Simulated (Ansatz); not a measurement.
Relaxed-ion elastic tensor of BeTe (wurtzite, P6_3mc) in GPa (Voigt order), the program Ansatz at the LDA level (PAW); density 5.30 g/cm³, 21.41 Å³ per atom.

```
 126  37.6  24.4   0.0   0.0   0.0
37.6   126  24.4   0.0   0.0   0.0
24.4  24.4   147   0.0   0.0   0.0
 0.0   0.0   0.0  35.2   0.0   0.0
 0.0   0.0   0.0   0.0  35.2   0.0
 0.0   0.0   0.0   0.0   0.0  44.3
```

Question: Is the crystal mechanically stable?

Answer: Yes: the smallest eigenvalue of C is 35.2 GPa.

Question: Work out the Voigt, Reuss and Hill averages.

Answer: K_V = 63.6, K_R = 63.5, K_H = 63.6; G_V = 43.8, G_R = 42.1, G_H = 43.0 GPa.

Question: Give Young's modulus, Poisson's ratio, Pugh's ratio and the universal anisotropy index.

Answer: E = 9KG/(3K + G) = 105 GPa; ν = 0.22; K/G = 1.48 (brittle by the Pugh limit of 1.75); A_U = 5G_V/G_R + K_V/K_R − 6 = 0.20.

Question: Estimate the sound speeds and the Debye temperature.

Answer: v_l = √((K + 4G/3)/ρ) = 4780 m/s, v_t = √(G/ρ) = 2850 m/s, mean 3150 m/s; Θ = (h/k)(3n/4πV)^(1/3) v_m = 338 K.

Question: Solve the Christoffel equation for the three sound speeds along x, y, z.

Answer: Eigenvalues of C_ijkl n_j n_l equal ρv² (piezoelectric stiffening left out). In km/s, slowest first: x 2.58, 2.89, 4.88; y 2.58, 2.89, 4.88; z 2.58, 2.58, 5.27.

Question: How much does each axis shrink under pressure?

Answer: Linear compressibilities β_i = Σ_j S_ij (j = 1 to 3): x 5.4, y 5.4, z 5.0 per TPa.

The workflow started from a Materials Project entry (that database holds measured and hypothetical structures alike); the Crystallography Open Database copy checked does not list it. COD files the formula under space group No. 216, so this cell is another polymorph or a model. Whether it is the stable phase at ambient conditions was not checked. Symmetry was held in the LDA relaxation; of distortions, only those at the zone centre were tested. Spin–orbit coupling is left out wherever it is not named.

Potentials: the later of the program's two PAW sets.
